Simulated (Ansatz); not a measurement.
An input for the plane-wave PAW code Ansatz:

```yaml
crystal:
  lattice:
    - [-2.5062293981, 2.5062293981, 2.5062293981]
    - [2.5062293981, -2.5062293981, 2.5062293981]
    - [2.5062293981, 2.5062293981, -2.5062293981]
  atoms:
    - { symbol: Ba, position: [0.0, 0.0, 0.0] }
basis:
  ecutwfc: 420
  ecutrho_ratio: 4
kpoints:
  mp_grid: { grid: [12, 12, 12] }
hamiltonian:
  xc: pbesol
scf:
  occupations: { method: gaussian, width: 0.05 }
output:
  forces: true
  stress: true
  eigenvalues: true
```

**Question.** What will the run give?

**Answer.** Pressure -0.6 GPa, gap on the mesh zero (metallic) (PBEsol, scalar-relativistic).

What the program printed, in part:

```
Pseudopotentials: kind: paw
Pseudopotential: Ba, paw, valence charge 10, recommended cutoff 420 eV (normal), Ba.paw.azcp
Crystal: 1 atoms, lattice volume = 62.968 Å³
Basis set: ecut = 420 eV, 1253 PW (Γ), exchange–correlation on 60×60×60 points (8 copies of the dense FFT grid, shifted against one another)
Bands: 9, of which v1, the nominal top of the filled ones, is band 5 counted from 1 (4 counted from 0)
Symmetry: 48 space group operations
Space group: Im-3m (ITA 229), of the structure as read, at distance tolerance 4.0e-5 Å
k-points: 72 of 1728
Initial density: superposition of atomic densities (neutral atoms: chi_scale 0, normalization atom), corrected by the library's trained network
Initial wavefunctions: pseudopotential atomic-orbital guess
Functional: x = pbesol(κ = 0.804, μ = 0.12346), c = pbesol(β = 0.046)
```

SCF trace (energy estimate counted from the last row):
```
iteration   ΔE (eV)  density residual (eV)
        1   2.1e-04                1.57e-3
        2  -8.0e-06                7.17e-4
        3   6.0e-06                1.60e-5
        4   1.0e-06                1.05e-6
        5     0.000                4.21e-8
        6     0.000                2.54e-9
```

```
SCF 1 converged in 6 iterations: F = -5862.599609 eV  dr2 = 2.54e-9
SCF converged after 6 iterations
Free energy (F): -5862.599609 eV
E sigma→0 (E₀):  -5862.598710 eV
Entropy (-TS):   -0.001797 eV (-1.797 meV/atom)
Fermi energy:    5.722936 eV
--- Forces (eV/Å), atoms counted from 1 ---
  atom   1  Ba     0.00000000     0.00000000     0.00000000
--- Stress (GPa, compression-positive) ---
       -0.643369       0.000000       0.000000
        0.000000      -0.643369       0.000000
        0.000000       0.000000      -0.643369
  P = ⅓ Tr σ = -0.6434 GPa (-6.434 kbar)
```

It took about 2.8 core-seconds on a shared host.

Spin–orbit coupling, which matters for such heavy elements, is left out.
